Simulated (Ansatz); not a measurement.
Kick test of a cell of Mg4Au

It was reached by relaxing an invented guess, and it needn't be the stable form of this composition.

Theory: DFT PBE, scalar-relativistic, plane waves, PAW in Ansatz 0.2.0. Cutoff 420 eV; k points 8×8×8 on the computed 5-atom cell (Γ-centred); Gaussian smearing, width 0.10 eV; no spin polarisation.

The cell below (5 atoms, space group Pm-3m (No. 221)) is relaxed within its symmetry.

```xyz
5
Lattice="5.1282 0.0000 0.0000 0.0000 5.1282 0.0000 0.0000 0.0000 5.1282" Properties=species:S:1:pos:R:3 pbc="T T T"
Mg    2.5641    0.0000    0.0000
Mg    0.0000    2.5641    0.0000
Mg    0.0000    0.0000    2.5641
Mg    2.5641    2.5641    2.5641
Au    0.0000    0.0000    0.0000
```

For the test a repeat of it with 10 atoms (edges 5.13, 5.13, 10.26 Å) was strained at random (σ = 1.5 % a component), the atoms were moved at random (σ = 0.05 Å), and all was relaxed again on a coarse 4×4×2 mesh (in the run’s order of axes) with 0.20 eV smearing, with no symmetry imposed.

These runs have no spin–orbit coupling, which can matter for Au.

**Question.** Is the structure stable against such a distortion?

**Answer.** It doesn't return. The energy falls by 219 meV/atom on that mesh, the volume changes by -15.7 %, and the end has space group Cmmm (No. 65) at a loose tolerance. Relaxed again on a 10×8×8 mesh with 0.10 eV smearing, the new structure lies 200 meV/atom below the first (mesh in the axes of the run's cell; the cell below is made exact in the group named). Space group Cmmm (No. 65), orthorhombic, a = 4.556 Å, b = 10.813 Å, c = 4.598 Å. Mg on its first site has 2 Au at 2.77 Å and 9 Mg at 3.10–3.25 Å; Mg on its second site is surrounded by 2 Au at 2.77 Å and 9 Mg at 3.14–3.24 Å; Au has 8 Mg at 2.77 Å.

```cif
data_structure
_symmetry_space_group_name_H-M 'P 1'
_symmetry_Int_Tables_number 1
_cell_length_a 5.8671
_cell_length_b 5.8671
_cell_length_c 4.5984
_cell_angle_alpha 90.000
_cell_angle_beta 90.000
_cell_angle_gamma 134.303
_cell_volume 113.28
loop_
_atom_site_label
_atom_site_type_symbol
_atom_site_fract_x
_atom_site_fract_y
_atom_site_fract_z
_atom_site_occupancy
Mg1 Mg 0.85686 0.14314 0.50000 1
Mg2 Mg 0.35467 0.64533 0.00000 1
Mg3 Mg 0.64533 0.35467 0.00000 1
Mg4 Mg 0.14314 0.85686 0.50000 1
Au1 Au 0.00000 0.00000 0.00000 1
```
